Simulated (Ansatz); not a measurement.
# Ca2YPdC6N6: start and end of a relaxation

The cell of Ca2YPdC6N6 is invented: cyanide-bridged rock-salt net of two metals, 2 guest cations a cell (Fm-3m, No. 225). Lengths were set from tabulated atomic sizes, so they are only a guess.

start.cif

```cif
data_structure
_symmetry_space_group_name_H-M 'P 1'
_symmetry_Int_Tables_number 1
_cell_length_a 7.5038
_cell_length_b 7.5038
_cell_length_c 7.5038
_cell_angle_alpha 60.000
_cell_angle_beta 60.000
_cell_angle_gamma 60.000
_cell_volume 298.77
loop_
_atom_site_label
_atom_site_type_symbol
_atom_site_fract_x
_atom_site_fract_y
_atom_site_fract_z
_atom_site_occupancy
Ca1 Ca 0.25000 0.25000 0.25000 1
Ca2 Ca 0.75000 0.75000 0.75000 1
Y1 Y 0.00000 0.00000 0.00000 1
Pd1 Pd 0.50000 0.50000 0.50000 1
C1 C 0.80155 0.19845 0.19845 1
C2 C 0.19845 0.80155 0.19845 1
C3 C 0.19845 0.19845 0.80155 1
C4 C 0.19845 0.80155 0.80155 1
C5 C 0.80155 0.19845 0.80155 1
C6 C 0.80155 0.80155 0.19845 1
N1 N 0.69129 0.30871 0.30871 1
N2 N 0.30871 0.69129 0.30871 1
N3 N 0.30871 0.30871 0.69129 1
N4 N 0.30871 0.69129 0.69129 1
N5 N 0.69129 0.30871 0.69129 1
N6 N 0.69129 0.69129 0.30871 1
```

Method: Ansatz, DFT PBE, scalar-relativistic, plane waves, PAW. Cutoff 420 eV, Gaussian smearing, Γ-centred meshes. Cell and atoms relax first on a coarse mesh and then on a finer one. In between, the cell is made exact in the group found at 0.06 Å. In metals the finer mesh still leaves noise of several meV/atom or more. The steps can't lower the symmetry of their start. Collinear spin is switched on along the way, since trial moments persisted in a coarse test.

end.cif

```cif
data_structure
_symmetry_space_group_name_H-M 'P 1'
_symmetry_Int_Tables_number 1
_cell_length_a 8.3693
_cell_length_b 8.3693
_cell_length_c 8.3693
_cell_angle_alpha 60.000
_cell_angle_beta 60.000
_cell_angle_gamma 60.000
_cell_volume 414.52
loop_
_atom_site_label
_atom_site_type_symbol
_atom_site_fract_x
_atom_site_fract_y
_atom_site_fract_z
_atom_site_occupancy
Ca1 Ca 0.25000 0.25000 0.25000 1
Ca2 Ca 0.75000 0.75000 0.75000 1
Y1 Y 0.00000 0.00000 0.00000 1
Pd1 Pd 0.50000 0.50000 0.50000 1
C1 C 0.78985 0.21015 0.21015 1
C2 C 0.21015 0.78985 0.21015 1
C3 C 0.21015 0.21015 0.78985 1
C4 C 0.21015 0.78985 0.78985 1
C5 C 0.78985 0.21015 0.78985 1
C6 C 0.78985 0.78985 0.21015 1
N1 N 0.69085 0.30915 0.30915 1
N2 N 0.30915 0.69085 0.30915 1
N3 N 0.30915 0.30915 0.69085 1
N4 N 0.30915 0.69085 0.69085 1
N5 N 0.69085 0.30915 0.69085 1
N6 N 0.69085 0.69085 0.30915 1
```

The symmetry stays Fm-3m (No. 225). The volume per atom grows by 38.7 %, from 18.7 to 25.9 Å³. The shortest distance stays 1.17 Å (C–N). The energy falls by about 0.36 eV/atom (the start's value is from the coarse mesh).

| Property | Result |
| --- | --- |
| Volume per atom | 25.91 Å³ |
| Density | 1.73 g/cm³ |
| Energy over the elements | +0.46 eV/atom |
| Gap on the 6×6×6 mesh of the 16-atom cell | 0 eV (a metal) |
| Net moment per atom | 0.00 μB |
| Moment by site | Ca -0.4 (×2); Pd 1.0 μB |

The zero of energy is the elements' standard structures at the same level (N₂ as a molecule); no fitted shifts are applied. It can't be a ground state, since the elements alone are lower.

The last run used collinear spin and Gaussian smearing of 0.10 eV. The reference form of C is held partly by dispersion forces, which this level lacks. The magnetic state reached may not be the lowest. Symmetry constrained the relaxation, so the result can be a saddle point. In all, the 3 runs took 4 min on 1 thread of AMD EPYC 9R45 96-Core Processor (Zen 5), with other jobs on the host. Site moments count only spheres around the atoms; the net moment includes the space between them.
